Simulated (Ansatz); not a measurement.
An elastic tensor (GPa, Voigt order, standard axes) from PBEsol in the plane-wave PAW code Ansatz:

```
48.2  61.3  61.3   0.0   0.0   0.0
61.3  48.2  61.3   0.0   0.0   0.0
61.3  61.3  48.2   0.0   0.0   0.0
 0.0   0.0   0.0  24.3   0.0   0.0
 0.0   0.0   0.0   0.0  24.3   0.0
 0.0   0.0   0.0   0.0   0.0  24.3
```

### Question
Which compound is it?
(A) Fe, bcc (W type)
(B) CsSnBr3, cubic perovskite
(C) Be, bcc (W type)
(D) Sn, bcc (W type)

### Answer
D, Sn, bcc (W type)

Space group Im-3m (bcc (W type)). The workflow started from a Materials Project entry (that database holds measured and hypothetical structures alike); the Crystallography Open Database copy checked does not list it. It is not the phase usual at ambient conditions (space group No. 141). Symmetry was held in the PBEsol relaxation. At this level the phase is mechanically unstable. As this level gives no gap, shear constants depend on the k-mesh and smearing (Fermi–Dirac, 0.1 eV here). Spin–orbit coupling is left out wherever it is not named.

Potentials: the later of the program's two PAW sets.
